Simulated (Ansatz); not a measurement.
BaTe (rock salt, Fm-3m) at seven volumes, the program Ansatz at the LDA level (PAW), scaled uniformly. One row is withheld.

```json
[
 {"V (Å³/atom)": "36.820", "P (GPa)": "4.10"},
 {"V (Å³/atom)": "38.034", "P (GPa)": "?"},
 {"V (Å³/atom)": "39.248", "P (GPa)": "1.15"},
 {"V (Å³/atom)": "40.462", "P (GPa)": "0.00"},
 {"V (Å³/atom)": "41.676", "P (GPa)": "-0.98"},
 {"V (Å³/atom)": "42.890", "P (GPa)": "-1.81"},
 {"V (Å³/atom)": "44.103", "P (GPa)": "-2.51"}
]
```

Task: Fit the shown pressures and predict the withheld one.

Result: P = (3/2)B₀(x^(7/2) − x^(5/2))[1 + (3/4)(B′ − 4)(x − 1)] with x = (V₀/V)^(2/3). Least squares on the six rows gives V₀ = 40.461 Å³/atom, B₀ = 35.3 GPa, B′ = 4.43. At V = 38.034, x = 1.0421 and P = 2.50 GPa. The run itself gave 2.51 GPa.

The LDA relaxation kept the symmetry of its start; of distortions, only those at the zone centre were tested. Scalar-relativistic: spin–orbit coupling is off unless named, which matters more the heavier the elements.

Potentials: the later of the program's two PAW sets.
